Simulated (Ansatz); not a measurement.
# Stationary points along a deformation path in MoS2

Theory: DFT PBE, scalar-relativistic, plane waves, PAW in Ansatz 0.2.0. The runs took a 420 eV cutoff, a Γ-centred 12×12×2 mesh and Gaussian smearing (0.05 eV). No spin polarisation. Energies are free energies at this smearing, counted from the undisturbed cell; pressure is positive in compression.

The undisturbed cell (relaxed at this level):

```
Mo S
1.0
     3.18558    0.00000    0.00000
    -1.59279    2.75880    0.00000
     0.00000    0.00000   14.51045
Mo S
2 4
Direct
  0.33333 0.66667 0.25000
  0.66667 0.33333 0.75000
  0.33333 0.66667 0.64232
  0.66667 0.33333 0.14232
  0.33333 0.66667 0.85768
  0.66667 0.33333 0.35768
```

The cell holds layers and no dispersion correction was added, so their binding is poorly described.

At fixed volume and fractional coordinates, lengths along (0.000, 0.000, 1.000) are scaled against those across it; ρ is that ratio over its starting value. V = 21.254 Å³/atom. Δσ is the stress along the axis less the mean stress across it (compression positive).

| ρ | ΔE (meV/atom) | Δσ (GPa) | space group |
| --- | --- | --- | --- |
| 0.800 | 278.6 | 25.07 | P6_3/mmc |
| 0.850 | 156.3 | 20.54 | P6_3/mmc |
| 0.920 | 43.1 | 11.50 | P6_3/mmc |
| 0.960 | 10.5 | 5.76 | P6_3/mmc |
| 1.000 | 0.0 | 0.05 | P6_3/mmc |
| 1.050 | 15.0 | -7.04 | P6_3/mmc |
| 1.100 | 58.3 | -14.06 | P6_3/mmc |
| 1.200 | 218.9 | -27.80 | P6_3/mmc |
| 1.300 | 461.6 | -40.76 | P6_3/mmc |

Question: How does the stress give the slope of the energy, and where is the energy stationary?

Answer: Along the path d ln(length) is 2/3 d ln ρ on the axis and −1/3 d ln ρ across it, so dE/d ln ρ = −(2/3) V Δσ: the energy falls with ρ where Δσ is positive. Δσ vanishes or changes sign between ρ = 1.000 and 1.050, a minimum (near 1.00 by linear interpolation). Pairs of stationary points between two samples would go unseen, and could change a minimum read from distant neighbours into a maximum.

Question: Integrate that slope from ρ = 1 to 1.200 by the trapezoid rule.

Answer: With V/N in Å³ and 1 eV/Å³ = 160.2 GPa the slopes at ρ = 1.000, 1.050, 1.100, 1.200 are -4, 623, 1244, 2459 meV/atom per unit of ln ρ. The steps add 15.1 + 43.4 + 161.1 = 219.6 meV/atom, against 218.9 from the energies; the trapezoid rule misses the curvature of the slope within each step.

Forces appear on the atoms along this scan, and letting them relax would lower the energy and soften the response. The gap closes along the scan, which can put kinks into the curve.

Cost: 9 runs of about 2.4 core-minutes in all, on Intel Xeon Processor @ 2.50GHz (Skylake/Cascade Lake) (shared hosts).